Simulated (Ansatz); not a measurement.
MoP:
```
MoP
1.0
    3.24145     0.00000     0.00000
   -1.62073     2.80718     0.00000
    0.00000     0.00000     3.19405
Mo P
1 1
Cartesian
  0.00000   0.00000   0.00000
  0.00000   1.87145   1.59703
```

Relaxed with PBE. Special points in fractions of this cell's reciprocal vectors: Γ (0.000, 0.000, 0.000); M (0.500, 0.000, 0.000); K (0.333, 0.333, 0.000); A (0.000, 0.000, 0.500); L (0.500, 0.000, 0.500); H (0.333, 0.333, 0.500).

List the band energies nearest the Fermi level at these points for PBE in the plane-wave PAW code Ansatz.

In eV from the Fermi level; about four levels below and three above (degenerate sets whole), none deeper than 8.9 eV; points with the same levels are listed once.

| k | below | above |
|---|---|---|
| Γ | -4.09 -3.28 -3.28 -0.66 | 0.28 0.28 4.08 4.08 |
| M | -3.84 -3.65 -1.29 -0.40 | 1.68 2.29 4.63 |
| K | -5.18 -3.67 -1.45 -0.08 | 0.63 0.81 6.72 |
| A | -2.71 -2.71 -1.64 -1.64 | 1.38 2.91 2.91 |
| L | -6.08 -5.22 -4.39 -1.02 | 1.39 1.85 3.50 |
| H | -6.78 -5.66 -3.21 -1.27 | 1.54 3.21 4.13 |

Space group P-6m2. Symmetry was held in the PBE relaxation. The run is not spin-polarised. Spin–orbit coupling is left out wherever it is not named.

Potentials: the earlier of the program's two PAW sets.
